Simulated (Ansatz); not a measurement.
A plane-wave DFT run in Ansatz 0.2.0 (scalar-relativistic PAW potentials unless the input names others): input and command.

```yaml
crystal:
  lattice:
    - [0.0, -1.8075, -1.8075]
    - [0.0, 1.8075, -1.8075]
    - [3.615, 0.0, 0.0]
  atoms:
    - { symbol: Cu, position: [0.5, 0.5, 0.4170124481] }
    - { symbol: Cu, position: [0.0, 0.0, 0.0829875519] }
basis:
  ecutwfc: 420
kpoints:
  mp_grid: { grid: [18, 18, 14] }
hamiltonian:
  xc: lda
scf:
  occupations: { method: fermi_dirac, width: 0.3 }
  n_extra_bands: 0
  max_iter: 80
output:
  forces: true
  eigenvalues: true
  stress: true
```

```bash
ansatz run input.yaml --threads 2 --pin off --max-ram 5120MiB --backend cpu --events-out ev --progress --plain --runs-dir out
```

Q: What is wrong with this input?

A: The program refuses it, because of too few bands (scf.n_extra_bands: not typed → 0). Also changed, but not at fault: scf.occupations: {"method": "gaussian", "width": 0.15} → {"method": "fermi_dirac", "width": 0.3}. With the sound run's settings it is accepted.

Abridged log:
```
Error: inconsistent input (scf.n_extra_bands, scf.occupations.method): n_bands = 19 leaves no empty band above the 19 bands per channel that the deck's 38 electrons occupy, and the occupations search for the Fermi level (a smearing at a finite width, or tetrahedra): a level found among occupied bands alone can fill a metal as an insulator; raise scf.n_extra_bands until at least 20 bands are solved (omitted, it auto-derives to 24) (see scf.n_extra_bands in the input reference)
```